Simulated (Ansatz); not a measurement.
Zn₂InGaO₅:
```
CELL_PARAMETERS angstrom
      3.29969     0.00000     0.00000
     -1.64985     2.85762     0.00000
      0.00000     0.00000    22.37348
ATOMIC_POSITIONS crystal
  Zn 0.33333 0.66667 0.63567
  Zn 0.66667 0.33333 0.36433
  Zn 0.66667 0.33333 0.13567
  Zn 0.33333 0.66667 0.86433
  In 0.00000 0.00000 0.50000
  In 0.00000 0.00000 0.00000
  Ga 0.00000 0.00000 0.75000
  Ga 0.00000 0.00000 0.25000
  O  0.33333 0.66667 0.54819
  O  0.66667 0.33333 0.45181
  O  0.66667 0.33333 0.04819
  O  0.33333 0.66667 0.95181
  O  0.00000 0.00000 0.66229
  O  0.00000 0.00000 0.33771
  O  0.00000 0.00000 0.16229
  O  0.00000 0.00000 0.83771
  O  0.33333 0.66667 0.75000
  O  0.66667 0.33333 0.25000
```

Relaxed with r²SCAN.

Problem. Map the electron localisation function on the plane through (0.333, 0.667, 0.636) spanned by u = [0, 0, 1] and v = [1, -1, 0] in lattice vectors, from r²SCAN in the plane-wave PAW code Ansatz.

Solution. x is the fraction of u, y of v (the angle between them is 90°; rows are the nearest grid lines); atoms in the plane: Zn at (0.00, 0.00), Zn at (0.73, 0.33), Zn at (0.50, 0.33), Zn at (0.23, 0.00), In at (0.86, 0.67), In at (0.36, 0.67), Ga at (0.11, 0.67), Ga at (0.61, 0.67), O at (0.91, 0.00), O at (0.82, 0.33).
```
|   %%*@ .  =%+@.                  %***  |
|   %%#@ .  -@*%.                  %#%*  |
| . =@@+ . .:@@+     :.     :.     =@@=. |
|....##:....:%%:.    +: .. :=-    ..%%-..|
|.+=.--.-+:..*=.:.   #+....=#*.  .:.-*...|
|+@#....*@*. -.::.  .@#.::.#@%:  .::.- .+|
|@#@:  :@#@=  :  :  -#@:  :@#@=  :  :  :@|
|@-@:  :@-@+  :  :  --@:  :@-@+  :  :  -@|
|@-@:  :@-@+  :  :  --@:  :@-@+  :  :  -@|
|@*@:  :@*@=  :  :  -*@:  :@*@=  :  :  -@|
|%@%.:..#@%:  .::.: .@%....#@%. :.:::  .%|
|*%*.::.+%*.  .:::+..#+.::.=#-..+:::.  .*|
|-*- .. -*=    ..*%:.::.+*:.:...%#..    -|
|.:.  . .:.     :@@=.. -@@= . .:@@=.    .|
|               #%%*   #@%% .  -@#%.     |
|               %*#*   %%*@ .  =%+@.     |
|               %##*   %%*@ .  =%+%.     |
|               #@@+.. #@%% .  -@%%.     |
|.   --   .. -- -@@-:. -%@= ..::%@= --...|
|.. .+*: ....**..##:.. .*#: ....##:.**:..|
|.. :%%= ..::%@- ==..   ==.  ...==.:%%-..|
| . +@@* . .-@@* ..     ..      .. +@@=. |
|   %%#@ .  -@*%.                  %#%*  |
|   %%*@ .  =%+@.                  %***  |
```
Scale: ten equal steps from 0.000 (start of ' ') to 0.834 (end of '@'), in the order ' .:-=+*#%@'; x runs from 0.000 to 1.00, y from 0.000 (bottom) to 1.00 (top).

The density is the valence pseudo-density with augmentation charge, so density and ELF within about 1 Å of a nucleus are not all-electron values.

Space group P6_3/mmc. The workflow started from a Materials Project entry (that database holds measured and hypothetical structures alike); the Crystallography Open Database copy checked does not list it. Whether it is the stable phase at ambient conditions was not checked. The cell was relaxed with r²SCAN under the symmetry of its start; whether a distortion lowers the energy is not shown.

Potentials: the later of the program's two PAW sets.
